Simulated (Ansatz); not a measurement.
Task: Each is relaxed and computed with plane-wave PAW LDA (Ansatz code). Which is the only metal?
A. AlN, rock salt
B. CaSe, rock salt
C. ScC, rock salt
D. SrO, rock salt

Result: C, ScC, rock salt. ScC: metal; SrO: gap 3.12 eV (indirect); AlN: gap 4.71 eV (indirect); CaSe: gap 1.71 eV (indirect). Not the usual ambient phase: AlN, rock salt. Standing as an ambient phase not checked: ScC, rock salt. All cells were relaxed under the symmetry of their starts (and spin orders); stability against distortions was not tested throughout. Rows with no word on spin ran without spin polarisation. Spin–orbit coupling is left out wherever it is not named.

Potentials: the later of the program's two PAW sets.
